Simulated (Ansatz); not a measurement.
Here is an unrelaxed guess for Sn₃TeO₂.

```cif
data_structure
_symmetry_space_group_name_H-M 'P4/mmm'
_symmetry_Int_Tables_number 123
_cell_length_a 3.5040
_cell_length_b 3.5040
_cell_length_c 10.4759
_cell_angle_alpha 90.000
_cell_angle_beta 90.000
_cell_angle_gamma 90.000
_cell_volume 128.62
loop_
_atom_site_label
_atom_site_type_symbol
_atom_site_symmetry_multiplicity
_atom_site_Wyckoff_symbol
_atom_site_fract_x
_atom_site_fract_y
_atom_site_fract_z
_atom_site_occupancy
Sn1 Sn 2 h 0.50000 0.50000 0.18374 1
Sn2 Sn 1 d 0.50000 0.50000 0.50000 1
Te1 Te 1 a 0.00000 0.00000 0.00000 1
O1 O 2 g 0.00000 0.00000 0.33426 1
```

The calculation used Ansatz, DFT PBE, scalar-relativistic, plane waves, PAW. Cutoff 420 eV; k points 6×6×2 on the computed 6-atom cell (Γ-centred); Gaussian smearing, width 0.10 eV; no spin polarisation.

Formation energies are uncorrected and refer to the elements' standard structures at the same level (O₂ as a molecule). The references include grey tin.

Question: How far from equilibrium is it?

Answer: The pressure is -2.9 GPa (the mean over three directions, positive in compression), the largest force is 2.06 eV/Å, and the energy is −0.04 eV/atom against the elements. The shortest distance is 2.94 Å.

Question: Is it a good guess?

Answer: A rough one: relaxing gains about 0.35 eV/atom (the start's value is from the coarse mesh, so the gain is rough) in 25 ionic steps and ends at −0.39 eV/atom on the finer mesh. The symmetry stays P4/mmm (No. 123). The volume per atom grows by 3.3 %, from 21.4 to 22.1 Å³. The shortest distance goes from 2.94 Å (Sn–O) to 2.40 Å (Sn–O). The ratio c/a of the conventional cell changes by a factor of 1.45. Conventional cell: a = 3.131 Å, c = 13.555 Å. Around Sn on a site of symmetry 4mm lie 4 O at 2.40 Å, 4 Sn at 3.13 Å and 1 Sn at 3.63 Å; Te is surrounded by 4 Te at 3.13 Å; O is surrounded by 4 Sn at 2.40 Å, 4 O at 3.13 Å and 4 Sn at 3.50 Å; 1 more site not described.

The last run used a 12×12×4 mesh (in the run's order of axes) for its 6-atom cell and Gaussian smearing of 0.10 eV. Weakly bound directions are ill-defined at this level, which has no dispersion term. Spin–orbit coupling, which can matter for Te, is left out. The reference form of Te is held partly by dispersion forces, which this level lacks. The relaxation can't lower the symmetry of the start, and the grade says only how near the guess is to its own end. Symmetry constrained the relaxation, so the result can be a saddle point. Another cell of Sn3TeO2 relaxed alike, in P6/mmm, lies 33 meV/atom lower, so this cell isn't the stable form at this level.
